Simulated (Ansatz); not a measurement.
Ti (hcp, Mg type)

```xyz
2
Lattice="2.9389 0.0000 0.0000 -1.4694 2.5451 0.0000 0.0000 0.0000 4.6500" Properties=species:S:1:pos:R:3 pbc="T T T"
Ti     0.0000     1.6967     3.4875
Ti     1.4694     0.8484     1.1625
```

In this cell atom 1 (Ti, nearest neighbour Ti at 2.878 Å; its periodic images, 2.9 Å or more away, move with it) is moved by u·(1.000, 0.000, 0.000) + v·(0.000, 0.000, 1.000); the rest is frozen.

These are PBE (plane waves to 420 eV, PAW, scalar-relativistic; Ansatz, an electronic-structure program) values and carry that method's errors. k mesh 15×15×8 (Γ-centred), Fermi-Dirac smearing 0.05 eV. Energies are smeared free energies. Points where atoms come too close for the PAW data are left out (x in tables, blank in figures). With partly filled bands, energies and forces of such displacements shift with the k mesh and the smearing. The PAW data are Ansatz's earlier set. Ti is run without spin polarisation. Ti was relaxed with its symmetry unable to fall. ΔE is measured from the undisplaced structure. Axes are in Å.

Problem. Estimate the ΔE (meV/cell) for all points of the grid u = -0.430, -0.215, 0.000, 0.215, 0.430 by v = -0.430, -0.215, 0.000, 0.215, 0.430.

Solution. ΔE (meV/cell), with u across and v down:

```csv
v \ u,-0.430,-0.215,0.000,0.215,0.430
-0.430,x,524,509,524,x
-0.215,202,125,95,125,202
0.000,113,34,0,34,113
0.215,202,125,95,125,202
0.430,x,524,509,524,x
```

(A displaced cell: forces are minus the slopes of the energy, force constants its curvatures, and phonons follow from these.)
